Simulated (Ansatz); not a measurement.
AlAg:
```cif
data_AgAl
_chemical_formula_sum 'Ag1 Al1'
_space_group_name_H-M_alt 'P 1'
_space_group_IT_number 1
_cell_length_a 3.79303
_cell_length_b 3.79303
_cell_length_c 3.79303
_cell_angle_alpha 60.000
_cell_angle_beta 60.000
_cell_angle_gamma 60.000
loop_
_space_group_symop_operation_xyz
  'x, y, z'
loop_
_atom_site_label
_atom_site_type_symbol
_atom_site_fract_x
_atom_site_fract_y
_atom_site_fract_z
_atom_site_occupancy
Ag1 Ag 0.00000 0.00000 0.00000 1
Al1 Al 0.50000 0.50000 0.50000 1
```

Relaxed with r²SCAN.

Task: Which orbitals make up the states near the Fermi level in DFT-r²SCAN in the program Ansatz with PAW potentials?

Result: Within 0.5 eV of the Fermi level: Al 3p 57 %, Al 3s 20 %, Ag 5s 10 %, Ag 4d 7 %. Projections are on Löwdin-orthogonalised atomic valence shells; empty p or d shells of many metals are not among them.

Task: Tabulate the density of states.

Result: States/eV per cell of 2 atoms, in 0.25 eV bins, energy from the Fermi level.

```csv
E (eV),total,Ag 4d,Al 3p,Al 3s
-7.85,0.41,0.04,0.10,0.14
-7.60,0.56,0.10,0.12,0.19
-7.35,1.38,0.64,0.15,0.42
-7.10,1.94,1.10,0.14,0.56
-6.85,1.87,1.12,0.12,0.54
-6.60,0.66,0.39,0.09,0.14
-6.35,0.56,0.42,0.09,0.03
-6.10,5.91,5.14,0.61,0.06
-5.85,10.95,10.16,0.62,0.08
-5.60,6.81,6.13,0.41,0.20
-5.35,4.45,4.32,0.10,0.02
-5.10,6.19,6.03,0.07,0.06
-4.85,0.94,0.69,0.09,0.11
-4.60,0.74,0.44,0.12,0.12
-4.35,0.61,0.30,0.14,0.11
-4.10,0.54,0.22,0.16,0.11
-3.85,0.48,0.16,0.16,0.10
-3.60,0.43,0.13,0.17,0.09
-3.35,0.42,0.11,0.20,0.07
-3.10,0.69,0.18,0.32,0.08
-2.85,0.69,0.15,0.33,0.08
-2.60,0.65,0.12,0.32,0.09
-2.35,0.60,0.10,0.29,0.10
-2.10,0.61,0.09,0.29,0.12
-1.85,0.73,0.10,0.29,0.16
-1.60,0.72,0.09,0.29,0.17
-1.35,0.70,0.08,0.29,0.18
-1.10,0.72,0.08,0.33,0.18
-0.85,0.70,0.07,0.34,0.17
-0.60,0.72,0.06,0.37,0.17
-0.35,0.74,0.06,0.39,0.17
-0.10,0.75,0.06,0.42,0.16
0.15,0.78,0.05,0.46,0.15
0.40,0.80,0.05,0.49,0.14
0.65,0.88,0.05,0.57,0.14
0.90,0.96,0.05,0.66,0.12
1.15,0.94,0.05,0.65,0.11
1.40,0.91,0.05,0.62,0.11
1.65,0.88,0.04,0.61,0.09
1.90,0.84,0.04,0.58,0.08
2.15,0.82,0.04,0.56,0.07
2.40,0.78,0.04,0.54,0.06
2.65,0.75,0.03,0.51,0.06
2.90,0.71,0.03,0.49,0.05
3.15,0.67,0.03,0.46,0.04
3.40,0.64,0.03,0.43,0.04
3.65,0.64,0.03,0.40,0.05
3.90,0.67,0.03,0.39,0.07
4.15,0.66,0.03,0.37,0.07
4.40,0.66,0.02,0.36,0.08
4.65,0.68,0.02,0.35,0.08
```

Space group Fm-3m (rock salt). The start of the workflow was typed in or built on a structure type; neither database checked (COD, Materials Project) lists it. Whether it is the stable phase at ambient conditions was not checked. Symmetry was held in the r²SCAN relaxation. At this level the phase is mechanically unstable. The run is not spin-polarised. The volume moved by 21 % from the start of the relaxation. Its formation energy is positive at this level, so the cell may be metastable or incomplete. Scalar-relativistic: spin–orbit coupling is off unless named, which matters more the heavier the elements.

Potentials: the earlier of the program's two PAW sets.
